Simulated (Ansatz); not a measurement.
# AlNi: energy along a strain

AlNi, Pm-3m, a = 2.862 Å. The structure is a COD entry; whether it is the stable form wasn't checked. Ansatz: PBEsol, PAW, 420 eV, Γ-centred 20×20×20 mesh on 2 atoms, Gaussian smearing 0.15 eV; no spin polarisation. Cell vectors (Å): 2.862 0.000 0.000; 0.000 2.862 0.000; 0.000 0.000 2.862. The cell is strained by x per cent times the pattern (0 0 0 0 1 0) in the order xx yy zz yz xz xy (engineering shears), with fractional coordinates held. y is the free energy over the start, V0 = 11.723 Å³/atom. Symmetry makes y even in x.

```tsv
x (%)	y (meV/atom)
-4.00	?
-2.00	1.86
0.00	0.00
0.50	0.12
1.00	0.46
1.50	1.05
2.50	2.91
3.00	4.19
3.50	5.70
```

Task: Fit y = c2 x² + c4 x⁴ to the other rows, get the stiffness along the pattern, and predict the missing energy.

Result: Least squares on the rows shown. y = 0.4656 x² − 1.911×10⁻⁵ x⁴. The clamped-ion stiffness p·C·p = 2 × 4.656 eV × 160.2 / 11.723 Å³ = 127 GPa, which is C55 in these axes (C44 of the cubic crystal). At x = -4.00 the fit asked for gives 7.44 meV/atom. The run gave 7.45 meV/atom, so the fit is 0.01 meV/atom too low, a small miss on the scale of the series.